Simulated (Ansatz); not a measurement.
Cu:
Space group Fm-3m (No. 225); a = b = c = 3.629 Å, α = β = γ = 90.00°

```csv
atom,site,symmetry,x,y,z
Cu,4a,m-3m,0.0000,0.0000,0.0000
```
(The calculation used a cell of 1 atom; values per cell refer to that cell.)

Relaxed with the program Ansatz at the PBE level (PAW). Indices refer to the conventional cell of Fm-3m, a = b = c = 3.6288 Å, α = β = γ = 90.00°.

**Question.** Simulate the powder diffraction pattern (Mo Kα, λ = 0.71073 Å; lines above 1 %) up to 2θ = 45°.

**Answer.** Simulated powder pattern, Mo Kα, λ = 0.71073 Å (kinematic, ideal powder, no thermal factors, no anomalous dispersion; the 30 strongest lines at most, above 1 %, up to 2θ = 45°):

```tsv
2θ (°)	d (Å)	I/Imax (%)	hkl
19.53	2.095	100	(111)
22.59	1.814	49	(200)
32.16	1.283	30	(220)
37.91	1.094	33	(311)
39.66	1.048	9.2	(222)
```

The PBE relaxation kept the symmetry of its start. The run is not spin-polarised.

Potentials: the later of the program's two PAW sets.
